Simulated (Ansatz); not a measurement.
Sr₃Zn₂As₄: reading a single point

```
CELL_PARAMETERS angstrom
0.00000 4.37684 0.00000
8.23164 -2.18842 0.00000
2.76415 0.00000 -6.46577
ATOMIC_POSITIONS crystal
Sr 0.14370 0.28740 0.41856
Sr 0.85630 0.71260 0.58144
Sr 0.00000 0.00000 0.00000
Zn 0.32838 0.65676 0.96341
Zn 0.67162 0.34324 0.03659
As 0.20638 0.41276 0.83267
As 0.79362 0.58724 0.16733
As 0.48895 0.97790 0.67972
As 0.51105 0.02210 0.32028
```

Level: PBE, with U_eff = 3.38 eV on As p (all-electron-ortho-atomic projectors), no spin polarisation; 420 eV; 6×6×4 Γ-centred mesh; fermi-dirac occupations (width 0.1 eV); Ansatz 0.2.0, fixed geometry.

(1) Metal or insulator? Give the gap.

(2) What does the stress say?

(3) Describe some of the short contacts.

(4) Which atom feels the largest force, and which way?

Origin: a known structure type with other elements, at an estimated volume, so it need not be a known compound. Caveats: a Hubbard term without moments, so a magnetic state may lie lower.

Answers

(1) The gap is 0.49 eV, indirect (the least direct gap found is 0.51 eV).

(2) The pressure is -0.8 GPa (compression positive), so with the atoms held at these fractions the cell would first shrink; the forces are large, so a full relaxation may end otherwise. The principal stresses -1.9, -1.1, 0.6 GPa differ, so its shape would change too.

(3) As–As at 2.41 Å: least valence density 0.53 e/Å³ and ELF 0.65 there, a shared, covalent-like contact. Zn–As at 2.52 Å: least valence density 0.37 e/Å³ and ELF 0.35 there. Sr–As at 3.13 Å: least valence density 0.15 e/Å³ and ELF 0.14 there, a closed-shell (ionic or weak) contact. These are pseudo-fields; inside the PAW spheres they differ from the all-electron ones.

(4) The largest is on As8 (and as large on other atoms): 0.94 eV/Å, components (0.33, 0.00, -0.88). It makes 174° with the line to a nearest neighbour, As9 at 2.41 Å, pointing away from it.
